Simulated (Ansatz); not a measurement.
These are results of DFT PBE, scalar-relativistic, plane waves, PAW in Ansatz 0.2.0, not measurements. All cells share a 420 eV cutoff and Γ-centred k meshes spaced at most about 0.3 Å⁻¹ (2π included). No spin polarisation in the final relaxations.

All energies are static (0 K, no zero-point motion).

Two relaxed structures of Al₂BP₃:

1.

```cif
data_structure
_symmetry_space_group_name_H-M 'I-4m2'
_symmetry_Int_Tables_number 119
_cell_length_a 3.6231
_cell_length_b 3.6231
_cell_length_c 16.1110
_cell_angle_alpha 90.000
_cell_angle_beta 90.000
_cell_angle_gamma 90.000
_cell_volume 211.48
loop_
_atom_site_label
_atom_site_type_symbol
_atom_site_symmetry_multiplicity
_atom_site_Wyckoff_symbol
_atom_site_fract_x
_atom_site_fract_y
_atom_site_fract_z
_atom_site_occupancy
Al1 Al 4 e 0.50000 0.50000 0.15925 1
B1 B 2 a 0.00000 0.00000 0.00000 1
P1 P 4 f 0.00000 0.50000 0.06680 1
P2 P 2 d 0.50000 0.00000 0.25000 1
```

2.

```cif
data_structure
_symmetry_space_group_name_H-M 'P3m1'
_symmetry_Int_Tables_number 156
_cell_length_a 3.6689
_cell_length_b 3.6689
_cell_length_c 9.1802
_cell_angle_alpha 90.000
_cell_angle_beta 90.000
_cell_angle_gamma 120.000
_cell_volume 107.02
loop_
_atom_site_label
_atom_site_type_symbol
_atom_site_symmetry_multiplicity
_atom_site_Wyckoff_symbol
_atom_site_fract_x
_atom_site_fract_y
_atom_site_fract_z
_atom_site_occupancy
Al1 Al 1 b 0.33333 0.66667 0.68002 1
Al2 Al 1 c 0.66667 0.33333 0.32244 1
B1 B 1 a 0.00000 0.00000 0.00649 1
P1 P 1 b 0.33333 0.66667 0.93960 1
P2 P 1 c 0.66667 0.33333 0.57972 1
P3 P 1 a 0.00000 0.00000 0.22174 1
```

Task: Which would you expect to be lower, and how large is the difference?

Result: Cell 1 is lower, by 27 meV/atom. Cell 1 has Al and B ordered on zinc blende sites, space group I-4m2 (No. 119), 17.6 Å³/atom and a gap of 0.90 eV on its mesh; cell 2 has Al and B ordered on zinc blende sites, space group P3m1 (No. 156), 17.8 Å³/atom and a gap of 1.07 eV. Counting P atoms around Al and B (those within 1.25 times the shortest such distance or 1.15 times the sum of covalent radii; a plus sign parts nearer from farther groups), cell 1 has Al 4, B 4 and cell 2 has Al 4, B 1+3. Both come from invented guesses.

Kohn–Sham gaps at this level usually fall short of measured ones. Cells relaxed within their symmetry can be saddle points.
